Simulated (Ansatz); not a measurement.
GaP (zinc blende), conventional cell a = 5.5064 Å, b = 5.5064 Å, c = 5.5064 Å, α = 90.00°, β = 90.00°, γ = 90.00°. The calculation uses the primitive cell of 2 atoms, to which meshes and values per cell refer.

Grid over V/V₀ and (c/a)/(c/a)₀, subscript 0 meaning the relaxed cell; the conventional c axis lies along z; no internal relaxation.

These are PBE (plane waves to 420 eV, PAW, scalar-relativistic; Ansatz, a first-principles code) values and carry that method's errors. k mesh 10×10×10 (Γ-centred), Fermi-Dirac smearing 0.05 eV. Energies are smeared free energies. GaP was relaxed with its symmetry unable to fall. The PAW data are Ansatz's earlier set.

Changes of ΔE (kJ/mol of atoms) from the point V/V₀ = 1.000, (c/a)/(c/a)₀ = 1.000 when one coordinate moves alone (two changes are said to add if the coupling is within 5 % of the smaller one, nearly so within 20 %):

```json
[
 {"point": "V/V₀ = 1.000, (c/a)/(c/a)₀ = 0.960", "change": "0.484"},
 {"point": "V/V₀ = 1.000, (c/a)/(c/a)₀ = 0.973", "change": "0.216"},
 {"point": "V/V₀ = 1.000, (c/a)/(c/a)₀ = 0.987", "change": "0.054"},
 {"point": "V/V₀ = 0.920, (c/a)/(c/a)₀ = 1.000", "change": "3.607"},
 {"point": "V/V₀ = 0.947, (c/a)/(c/a)₀ = 1.000", "change": "1.523"},
 {"point": "V/V₀ = 0.973, (c/a)/(c/a)₀ = 1.000", "change": "0.363"},
 {"point": "V/V₀ = 1.027, (c/a)/(c/a)₀ = 1.000", "change": "0.324"},
 {"point": "V/V₀ = 1.053, (c/a)/(c/a)₀ = 1.000", "change": "1.241"},
 {"point": "V/V₀ = 1.080, (c/a)/(c/a)₀ = 1.000", "change": "2.669"},
 {"point": "V/V₀ = 1.000, (c/a)/(c/a)₀ = 1.013", "change": "0.054"},
 {"point": "V/V₀ = 1.000, (c/a)/(c/a)₀ = 1.027", "change": "0.218"},
 {"point": "V/V₀ = 1.000, (c/a)/(c/a)₀ = 1.040", "change": "0.491"}
]
```

### Question
Do the two effects add at V/V₀ = 0.947, (c/a)/(c/a)₀ = 1.027? Give the computed change.

### Answer
The sum of the single changes is 1.523 + (0.218) = 1.741; the calculation gives 1.732, so they add (within 5 % of the smaller single change).

### Question
What is the change at V/V₀ = 0.920, (c/a)/(c/a)₀ = 1.040, where both move, and how far is it from the sum?

### Answer
The sum of the single changes is 3.607 + (0.491) = 4.098; the calculation gives 4.064, so the coupling contributes -0.034 (under 20 % of the smaller single change, nearly additive).

(Under strain, the slope of the energy per volume gives the stress and its curvature an elastic modulus.)
